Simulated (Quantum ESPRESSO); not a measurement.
pw.x input (Quantum ESPRESSO 7.5; PBEsol, PseudoDojo standard norm-conserving files, scalar-relativistic):

```
&CONTROL
  calculation = 'scf'
  pseudo_dir = './pseudo'
  outdir = './out'
  tprnfor = .true.
  tstress = .true.
/
&SYSTEM
  ibrav = 0
  nat = 8
  ntyp = 2
  ecutwfc = 82.0
  ecutrho = 328.0
  occupations = 'smearing'
  smearing = 'fd'
  degauss = 0.002
  nbnd = 20
/
&ELECTRONS
  conv_thr = 8e-10
/
ATOMIC_SPECIES
C 12.0110 C.upf
Si 28.0850 Si.upf
CELL_PARAMETERS angstrom
  3.075690141000   0.000000000000   0.000000000000
 -1.537845071000   2.663625796000   0.000000000000
  0.000000000000   0.000000000000  10.070650000000
ATOMIC_POSITIONS crystal
C   0.666666667000   0.333333333000   0.749800000000
C   0.333333333000   0.666666667000   0.249800000000
C   0.000000000000   0.000000000000   0.500460000000
C   0.000000000000   0.000000000000   0.000460000000
Si   0.666666667000   0.333333333000   0.937840000000
Si   0.333333333000   0.666666667000   0.437840000000
Si   0.000000000000   0.000000000000   0.687890000000
Si   0.000000000000   0.000000000000   0.187890000000
K_POINTS automatic
12 12 4 0 0 0
```

End of the output:

```

[...]
     the Fermi energy is    10.8537 ev
!    total energy              =     -82.04958849 Ry
     estimated scf accuracy    <          1.1E-10 Ry
     smearing contrib. (-TS)   =      -0.00000000 Ry
     internal energy E=F+TS    =     -82.04958849 Ry
     The total energy is F=E-TS. E is the sum of the following terms:
     one-electron contribution =      22.53387788 Ry
     hartree contribution      =       9.21929871 Ry
     xc contribution           =     -30.04942526 Ry
     ewald contribution        =     -83.75333983 Ry
     convergence has been achieved in  13 iterations
     Forces acting on atoms (cartesian axes, Ry/au):
     atom    1 type  1   force =     0.00000000    0.00000000    0.00022412
     atom    2 type  1   force =     0.00000000    0.00000000    0.00022412
     atom    3 type  1   force =     0.00000000    0.00000000   -0.00007700
     atom    4 type  1   force =     0.00000000    0.00000000   -0.00007700
     atom    5 type  2   force =     0.00000000   -0.00000000   -0.00018641
     atom    6 type  2   force =    -0.00000000   -0.00000000   -0.00018641
     atom    7 type  2   force =     0.00000000   -0.00000000    0.00003929
     atom    8 type  2   force =     0.00000000    0.00000000    0.00003929
     Total force =     0.000430     Total SCF correction =     0.000001
     Computing stress (Cartesian axis) and pressure
          total   stress  (Ry/bohr**3)                   (kbar)     P=        5.03
   0.00003678   0.00000000   0.00000000            5.41        0.00        0.00
   0.00000000   0.00003678   0.00000000            0.00        5.41        0.00
   0.00000000   0.00000000   0.00002911            0.00        0.00        4.28
```
In a gapped system the printed Fermi energy is only some level inside the gap.

Geometry of the Materials Project entry, not relaxed at this level.
